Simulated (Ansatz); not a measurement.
This cell of AlN (wurtzite) is off equilibrium:

```yaml
crystal:
  lattice:
    - [3.02157, 0.00000, 0.00000]
    - [-1.51079, 2.61676, 0.00000]
    - [0.00000, 0.00000, 4.84205]
  atoms:
    - { symbol: Al, position: [0.66667, 0.33333, 0.00365] }
    - { symbol: Al, position: [0.33333, 0.66667, 0.50365] }
    - { symbol: N, position: [0.66667, 0.33333, 0.62155] }
    - { symbol: N, position: [0.33333, 0.66667, 0.12155] }
```

These are r2SCAN (plane waves to 500 eV, PAW, scalar-relativistic; Ansatz, a quantum-chemistry and plane-wave program) values and carry that method's errors. k mesh 13×13×7 (Γ-centred), Fermi-Dirac smearing 0.05 eV. E stands for the smeared free energy. Stress and pressure are positive under compression. AlN was relaxed with its symmetry unable to fall.

Q: What is the stress tensor (GPa)?

A: 
```
   21.3      0.0      0.0
    0.0     21.3      0.0
    0.0      0.0     19.3
```
The pressure, a third of the trace, is 20.6 GPa.

Q: It is the relaxed cell scaled evenly to V/V₀ = 0.920, atoms relaxed where free. What is its energy relative to the relaxed cell?

A: 50.1 meV/atom.

(A scan under strain: stresses follow from slopes of the energy per volume, elastic moduli from its curvatures.)
